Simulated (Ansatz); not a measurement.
IrW (rock salt, Fm-3m) at seven volumes, PBEsol (plane waves, PAW; program Ansatz), scaled uniformly. One row is withheld.

```csv
V (Å³/atom),P (GPa)
15.511,31.06
16.022,18.98
16.534,8.72
17.045,0.00
17.556,-7.40
18.068,-13.68
18.579,?
```

Problem. Fit the shown pressures and predict the withheld one.

Solution. Third-order Birch–Murnaghan: P = (3/2)B₀(x^(7/2) − x^(5/2))[1 + (3/4)(B′ − 4)(x − 1)] with x = (V₀/V)^(2/3). Least squares on the six rows gives V₀ = 17.046 Å³/atom, B₀ = 267.2 GPa, B′ = 4.42. At V = 18.579, x = 0.9442 and P = -19.03 GPa. The run itself gave -18.99 GPa.

The start of the workflow was typed in or built on a structure type; neither database checked (COD, Materials Project) lists it. COD files the formula under space group No. 51. Its standing as an ambient phase is unchecked. Symmetry was held in the PBEsol relaxation. At this level the phase is mechanically unstable. No spin polarisation was allowed. Its formation energy is positive at this level, so the cell may be metastable or incomplete. Spin–orbit coupling is left out wherever it is not named.

Potentials: the later of the program's two PAW sets.
